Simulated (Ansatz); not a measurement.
The cell is an ordered 4-atom cell of SiC3 on the diamond lattice (R3m); cell and atoms were relaxed with r2SCAN. The symmetry is R3m (No. 160, trigonal); conventional cell a = 2.831 Å, c = 14.010 Å, 8.10 Å³ an atom. Around C lie 3 C at 1.72 Å and 1 Si at 1.89 Å; around C lie 1 C at 1.54 Å and 3 Si at 1.79 Å; around C lie 4 C at 1.54–1.72 Å; around Si lie 4 C at 1.79–1.89 Å.

```
C Si
1.0
     1.41543    0.81720    4.67007
    -1.41543    0.81720    4.67007
     0.00000   -1.63440    4.67007
C Si
3 1
Direct
  0.00824 0.00824 0.00824
  0.48896 0.48896 0.48896
  0.37917 0.37917 0.37917
  0.87363 0.87363 0.87363
```

The questions ask for values computed with the PAW code Ansatz on this geometry. These are computed values for a spin-unpolarised cell that may be hypothetical; none is a measurement.

Given (10×10×10 mesh): r2SCAN gives an indirect gap of 1.84 eV, from Γ to k = (0.120, -0.443, -0.443); the least direct gap is 3.55 eV at k = (0.120, -0.443, -0.443).

Task: How does the gap change from r2SCAN to HSE06 (8×8×8)?

Result: With HSE06 the valence top lies at Γ and the conduction bottom at k = (0.120, -0.443, -0.443), 2.49 eV higher; the smallest vertical gap, at k = (0.120, -0.443, -0.443), is 4.28 eV. The gap differs by +0.65 eV from r2SCAN's.

Task: What does PBE0 give for the gap (8×8×8 mesh)?

Result: With PBE0 the valence top lies at Γ and the conduction bottom at k = (0.120, -0.443, -0.443), 3.22 eV higher; the smallest vertical gap, at k = (0.120, -0.443, -0.443), is 5.02 eV. The gap differs by +1.38 eV from r2SCAN's.

Task: Roughly how does the cost of the HSE06 run (8×8×8) compare with r2SCAN's (10×10×10)?

Result: About 20 times as much (5 core-minutes against 15 core-seconds, on 2 threads of Arm Neoverse V1, on a shared host).

Task: What do these levels agree on?

Result: All these functionals give a gap of the same kind, indirect.

Where an edge lies off the special points, it is a point of the mesh or the k point where a search put PBE's edge or least direct gap, reused for the other functionals, whose own edges may lie a little apart.

Coordinates of k points refer to the reciprocal vectors of the primitive cell of the runs.

PBE's own run along the path (1.59 eV) came before the search for the edges and missed one, so it isn't listed.
